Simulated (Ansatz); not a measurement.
SnS (zinc blende, F-43m) at seven volumes, PBEsol (plane waves, PAW; program Ansatz), scaled uniformly. One row is withheld.

| V (Å³/atom) | P (GPa) |
|---|---|
| 30.081 | 3.87 |
| 31.073 | ? |
| 32.064 | 1.19 |
| 33.056 | -0.01 |
| 34.048 | -1.04 |
| 35.039 | -1.97 |
| 36.031 | -2.78 |

Question: Fit the shown pressures and predict the withheld one.

Answer: Third-order Birch–Murnaghan: P = (3/2)B₀(x^(7/2) − x^(5/2))[1 + (3/4)(B′ − 4)(x − 1)] with x = (V₀/V)^(2/3). Least squares on the six rows gives V₀ = 33.062 Å³/atom, B₀ = 36.44 GPa, B′ = 2.60. At V = 31.073, x = 1.0422 and P = 2.45 GPa. The run itself gave 2.45 GPa.

The first step of the workflow began from a Materials Project structure, measured or hypothetical; the Crystallography Open Database copy checked does not list it. It is not the phase usual at ambient conditions (space group No. 62). The cell was relaxed with PBEsol under the symmetry of its start. At this level the phase is mechanically unstable. Scalar-relativistic: spin–orbit coupling is off unless named, which matters more the heavier the elements.

Potentials: the later of the program's two PAW sets.
